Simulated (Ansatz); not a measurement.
Structure: CdFCl (Janus 1T monolayer), at its r2SCAN minimum. The sheet's in-plane cell has a = 3.662 Å, b = 3.662 Å (γ = 120.0°), and its outermost atoms lie 2.43 Å apart along the normal. Around Cd lie 3 F at 2.31 Å and 3 Cl at 2.60 Å; around F lie 3 Cd at 2.31 Å; around Cl lie 3 Cd at 2.60 Å.

```
Cd F Cl
1.0
     3.66183    0.00000    0.00000
    -1.83091    3.17124    0.00000
     0.00000    0.00000   28.90162
Cd F Cl
1 1 1
Direct
  0.00000 0.00000 0.31817
  0.33333 0.66667 0.35007
  0.66667 0.33333 0.26596
```
Periodic in the plane only; c spans the vacuum.

The questions ask for values computed with Ansatz on this geometry. Simulation only: non-magnetic, and no claim that this is the phase found in nature.

**Question.** Is there a gap with r2SCAN, and of what kind?

**Answer.** r2SCAN gives a direct gap of 3.77 eV at Γ.

**Question.** How does the gap change from r2SCAN to LDA (12×12×1)?

**Answer.** With LDA the gap is 2.98 eV and direct, at Γ. The gap differs by -0.79 eV from r2SCAN's.

**Question.** What does PBE+SOC give for the gap (12×12×1 mesh)?

**Answer.** With PBE+SOC the gap is 3.18 eV and direct, at Γ. Spin-orbit coupling itself accounts for -0.03 eV. The gap differs by -0.59 eV from r2SCAN's.

**Question.** Estimate the gap with HSE06 on 6×6×1.

**Answer.** With HSE06 the gap is 4.61 eV and direct, at Γ. The gap differs by +0.84 eV from r2SCAN's.

**Question.** Estimate the gap with PBE0 on 6×6×1.

**Answer.** PBE0 gives a direct gap of 5.36 eV at Γ. The gap differs by +1.59 eV from r2SCAN's.

**Question.** Roughly how does the cost of the r2SCANh run (6×6×1) compare with r2SCAN's (12×12×1)?

**Answer.** About 19 times as much (6 core-minutes against 20 core-seconds, on 4 threads of AMD EPYC 9R45 96-Core Processor (Zen 5) (shared host)).

Only the levels marked +SOC include spin-orbit coupling.

The meshes of the hybrids are coarse, so their gaps aren't converged to the digits shown.
